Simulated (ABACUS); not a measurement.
Input and output of a self-consistent single point for Ti (P6_3/mmc, 4 atoms in the cell; from Materials Project mp-46, changed as shown) (ABACUS).

Computed with PBEsol, numerical atomic orbitals DZP (confined pseudo-atomic orbitals with Gaussian additions; energy shift 0.01 Ry), PseudoDojo 0.4 standard norm-conserving PBEsol (tails mended) pseudopotentials (ABACUS).

The change in words: lattice scaled by 0.98. Reference geometry (P6_3/mmc):
```
Ti
1.0
    2.93573     0.00000     0.00000
    0.00000     5.08483     0.00000
    0.00000     0.00000     4.64086
Ti
4
Direct
  0.00000   0.33333   0.25000
  0.50000   0.16667   0.75000
  0.50000   0.83333   0.25000
  0.00000   0.66667   0.75000
```

Reference input (self-consistent single point, DFT, PBEsol, numerical atomic orbitals DZP (confined pseudo-atomic orbitals with Gaussian additions; energy shift 0.01 Ry), PseudoDojo 0.4 standard norm-conserving PBEsol (tails mended) pseudopotentials): basis = DZP numerical atomic orbitals, energy shift 0.01 Ry; KPT = Gamma 10 6 6 0 0 0; basis_type = lcao; dft_functional = PBESOL; ecutwfc = 100 Ry; smearing_method = fd; smearing_sigma = 0.00367493 Ry; potentials = PseudoDojo 0.4 standard norm-conserving PBEsol (tails mended); symmetry = 1; symmetry_prec = 1e-05; ks_solver = genelpa; scf_nmax = 100. This run's input differs from it in these lines:

```diff
@@ -31,5 +31,5 @@
 LATTICE_VECTORS
-   2.9357300000    0.0000000000    0.0000000000
-   0.0000000000    5.0848340000    0.0000000000
-   0.0000000000    0.0000000000    4.6408600000
+   2.8770150000    0.0000000000    0.0000000000
+   0.0000000000    4.9831370000    0.0000000000
+   0.0000000000    0.0000000000    4.5480430000
```

The program printed (abridged):

```
 SELF-CONSISTENT
 -------------------------------------------

                  longest orb rcut (Bohr) = 8
   longest nonlocal projector rcut (Bohr) = 1.7
                     search radius (Bohr) = 19.4

                          real space grid = [ 36, 60, 60 ]
                                 init_chg = atomic

 LCAO ALGORITHM --------------- ION=   1  ELEC=   1--------------------------------

 Density error is 0.0483982288567
 E_KohnSham     -474.3381153258      -6453.7011470121
 E_Fermi        1.0899692927         14.8297930253

 LCAO ALGORITHM --------------- ION=   1  ELEC=   2--------------------------------

   [... lines left out ...]

   [... 4 blocks of this kind left out ...]

 LCAO ALGORITHM --------------- ION=   1  ELEC=   7--------------------------------

 Density error is 8.33199834847e-07
 E_KohnSham     -474.3786016535      -6454.2519917600
 E_Fermi        1.0555567710         14.3615866487

 LCAO ALGORITHM --------------- ION=   1  ELEC=   8--------------------------------

 Density error is 9.16687760622e-08
 E_KohnSham     -474.3786016535      -6454.2519917596
 E_KS(sigma->0) -474.3774214285      -6454.2359339748
 E_entropy(-TS) -0.0023604500        -0.0321155697
 E_Fermi        1.0555573109         14.3615939939
 charge density convergence is achieved
 final etot is -6454.2519918 eV
 EFERMI = 14.361593994 eV

 STATE ENERGY(eV) AND OCCUPATIONS    NSPIN == 1
   [... 31 lines left out ...]

 TOTAL-FORCE (eV/Angstrom)
                       Ti1         0.0000000000         0.0057113531         0.0000000000
                       Ti2         0.0000000000        -0.0057173630         0.0000000000
                       Ti3         0.0000000000         0.0057173630         0.0000000000
                       Ti4         0.0000000000        -0.0057113531         0.0000000000

 TOTAL-STRESS (KBAR)
        42.0459694115         0.0000000000         0.0000000000
         0.0000000000        40.9382612280        -0.0000000000
         0.0000000000         0.0000000000        41.8233537185
 TOTAL-PRESSURE: 41.602528 KBAR

 --------------------------------------------
 !FINAL_ETOT_IS -6454.2519917596264349 eV
 --------------------------------------------
```

The run converged in 8 iterations. Against the reference run the free energy rises by 2.1 meV/atom and the pressure goes from -3.11 to 4.16 GPa.

The atom-centred basis is finite, which shifts total energies and pressures against plane waves. The structure comes from a collection of computed structures, made at another level of theory; the collection holds predicted forms beside known ones. No clean gap shows at this smearing width and mesh (spacing up to 0.23 Å⁻¹); the mesh is coarse for partly filled bands, so the values carry mesh errors.

Cost on one core: roughly 24 core-seconds.

The atomic orbitals were generated for these runs; they are not ABACUS's published sets and were checked against plane waves on a few crystals only.

“Tails mended”: in these copies of the files the far tail of each local potential was reset to the Coulomb form.
